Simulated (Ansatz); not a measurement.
This run works on a generated trial structure, not on a known crystal.

Input and command of a plane-wave DFT calculation in Ansatz:

```yaml
crystal:
  lattice:
    - [0.0, 4.0171527007, 4.0171527007]
    - [4.0171527007, 0.0, 4.0171527007]
    - [4.0171527007, 4.0171527007, 0.0]
  atoms:
    - { symbol: La, position: [0.75, 0.75, 0.75] }
    - { symbol: La, position: [0.5, 0.5, 0.5] }
    - { symbol: La, position: [0.25, 0.25, 0.25] }
    - { symbol: Zr, position: [0.0, 0.0, 0.0], spin: 0.47 }
basis:
  ecutwfc: 420
kpoints:
  mp_grid: { grid: [10, 10, 10] }
hamiltonian:
  xc: pbe
scf:
  occupations: { method: gaussian, width: 0.1 }
output:
  forces: true
  stress: true
  eigenvalues: true
  populations: true
magnetization:
  spin_polarized: true
relax:
  adjacent_minimum: "off"
  f_tol: 0.01
  max_steps: 80
  cell: { stress_tol: 0.05 }
```

```bash
ansatz run input.yaml --threads 1 --pin off --max-ram 2560MiB --backend cpu --events-out ev --progress --plain --runs-dir out
```

Processor: Intel(R) Xeon(R) Platinum 8488C (Sapphire Rapids), 1 thread, on a host shared with other jobs.

How long does it run, and how much memory does it take?

About 65 s, peak memory 0.71 GiB. It solves 28 bands at 47 k points (after reduction by symmetry) with about 2637 plane waves (on the last cell), in 21 SCF iterations over 2 ionic steps.
